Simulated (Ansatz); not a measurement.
Input:

BeS:
```
CELL_PARAMETERS angstrom
      3.41176     0.00000     0.00000
     -1.70588     2.95467     0.00000
      0.00000     0.00000     5.62487
ATOMIC_POSITIONS crystal
  Be 0.33333 0.66667 0.99946
  S  0.66667 0.33333 0.12554
  Be 0.66667 0.33333 0.49946
  S  0.33333 0.66667 0.62554
```

This is the PBEsol-relaxed structure. x, y and z are the axes in which the lattice vectors are written.

Task: All from the program Ansatz at the PBEsol level (PAW), unless another level is named. Predict the hole effective mass, band 2 of 2 at the edge.

Result: 0.26 along x, 1.3 along z (mₑ).

Task: Give the smallest direct gap on the standard path.

Result: 5.01 eV.

Task: Give the conduction-band minimum.

Result: at K (2 equivalent valleys).

Task: Predict the weight of the conduction-edge state by species (Voronoi cells).

Result: Be 54 %, S 46 %.

Task: What about the valence-band maximum?

Result: at Γ.

Space group P6_3mc (wurtzite). The start of the workflow was typed in or built on a structure type; neither database checked (COD, Materials Project) lists it. COD files the formula under space group No. 216, so this cell is another polymorph or a model. Whether it is the stable phase at ambient conditions was not checked. Symmetry was held in the PBEsol relaxation; phonons on a q-mesh show no instability.

Potentials: the later of the program's two PAW sets.
